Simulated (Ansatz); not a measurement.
BP in space group P6_222 (No. 180; B on 3d, P on 3c) at seven volumes, DFT-r²SCAN+D4 in the program Ansatz with PAW potentials, shape and atoms relaxed at each. One row is withheld.

```tsv
V (Å³/atom)	P (GPa)
9.766	20.55
10.088	12.66
10.410	5.85
10.732	-0.01
11.054	-5.06
11.376	?
11.698	-13.12
```

Task: Fit the shown pressures and predict the withheld one.

Result: P = (3/2)B₀(x^(7/2) − x^(5/2))[1 + (3/4)(B′ − 4)(x − 1)] with x = (V₀/V)^(2/3). Least squares on the six rows gives V₀ = 10.732 Å³/atom, B₀ = 181 GPa, B′ = 3.98. At V = 11.376, x = 0.9619 and P = -9.39 GPa. The run itself gave -9.40 GPa.

The start of the workflow was typed in or built on a structure type; neither database checked (COD, Materials Project) lists it. It is not the phase usual at ambient conditions (space group No. 216). Symmetry was held in the r²SCAN+D4 relaxation; its stability against distortions is not shown here.

Potentials: the later of the program's two PAW sets.
